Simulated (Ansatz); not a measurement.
Consider the following.

Starting cell, ZrHg (space group P4/mmm):

```
CELL_PARAMETERS angstrom
      3.14769     0.00000     0.00000
      0.00000     3.14769     0.00000
      0.00000     0.00000     4.27044
ATOMIC_POSITIONS crystal
  Zr 0.50000 0.50000 0.50000
  Hg 0.00000 0.00000 0.00000
```

In this cell atom 1 (Zr, nearest neighbour Hg at 3.084 Å; its periodic images, 3.1 Å or more away, move with it) is moved by s along Cartesian x, unit vector (1.000, 0.000, 0.000); all other atoms and the cell stay fixed.

These are r2SCAN (plane waves to 500 eV, PAW, scalar-relativistic; Ansatz, a first-principles code) values and carry that method's errors. k mesh 12×12×9 (Γ-centred), Fermi-Dirac smearing 0.05 eV. Energies are smeared free energies. With partly filled bands, energies and forces of such displacements shift with the k mesh and the smearing. Spin-orbit coupling is left out, though Hg is heavy. ZrHg is run without spin polarisation. ZrHg was relaxed with its symmetry unable to fall. The zero of ΔE is the undisplaced structure.

The scan covers s from -0.310 to 0.310 Å in 11 points.

Problem. Is this a single well or a double well?

Solution. A single well with its minimum at or next to zero displacement.

Problem. Is the energy the same for equal positive and negative displacements?

Solution. Even: the same for both signs. With its periodic images moving along, the atom's site symmetry in this cell is 4/mmm.

Problem. What is the force constant k = d²E/ds² of this move at s = 0?

Solution. 2.79 eV/Å².

Problem. With two atoms in the cell this is the zone-centre optical mode. What wavenumber follows?

Solution. 110 cm⁻¹.

(A displaced cell: forces are minus the slopes of the energy, force constants its curvatures, and phonons follow from these.)
